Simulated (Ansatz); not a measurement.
Relaxed-ion elastic tensor of Ti4AlN3 in space group P6_3/mmc (No. 194; Pearson symbol hP16) in GPa (Voigt order), PBEsol in the plane-wave PAW code Ansatz; density 4.89 g/cm³, 11.05 Å³ per atom.

```csv
,1,2,3,4,5,6
1,428,108,112,0.0,0.0,0.0
2,108,428,112,0.0,0.0,0.0
3,112,112,382,0.0,0.0,0.0
4,0.0,0.0,0.0,168,0.0,0.0
5,0.0,0.0,0.0,0.0,168,0.0
6,0.0,0.0,0.0,0.0,0.0,160
```

**Question.** Is the crystal mechanically stable?

**Answer.** Yes: the smallest eigenvalue of C is 160 GPa.

**Question.** Work out the Voigt, Reuss and Hill averages.

**Answer.** K_V = 211, K_R = 211, K_H = 211; G_V = 160, G_R = 159, G_H = 159 GPa.

**Question.** Give Young's modulus, Poisson's ratio, Pugh's ratio and the universal anisotropy index.

**Answer.** E = 9KG/(3K + G) = 382 GPa; ν = 0.20; K/G = 1.33 (brittle by the Pugh limit of 1.75); A_U = 5G_V/G_R + K_V/K_R − 6 = 0.02.

**Question.** Estimate the sound speeds and the Debye temperature.

**Answer.** v_l = √((K + 4G/3)/ρ) = 9300 m/s, v_t = √(G/ρ) = 5710 m/s, mean 6300 m/s; Θ = (h/k)(3n/4πV)^(1/3) v_m = 842 K.

**Question.** How much does each axis shrink under pressure?

**Answer.** Linear compressibilities β_i = Σ_j S_ij (j = 1 to 3): x 1.5, y 1.5, z 1.7 per TPa.

The first step of the workflow began from a Materials Project structure, measured or hypothetical; the Crystallography Open Database files this formula in space group No. 194, but the cells were not matched. Its standing as an ambient phase is unchecked. Symmetry was held in the PBEsol relaxation; whether a distortion lowers the energy is not shown. The run is not spin-polarised. As this level gives no gap, shear constants depend on the k-mesh and smearing (Fermi–Dirac, 0.1 eV here).

Potentials: the later of the program's two PAW sets.
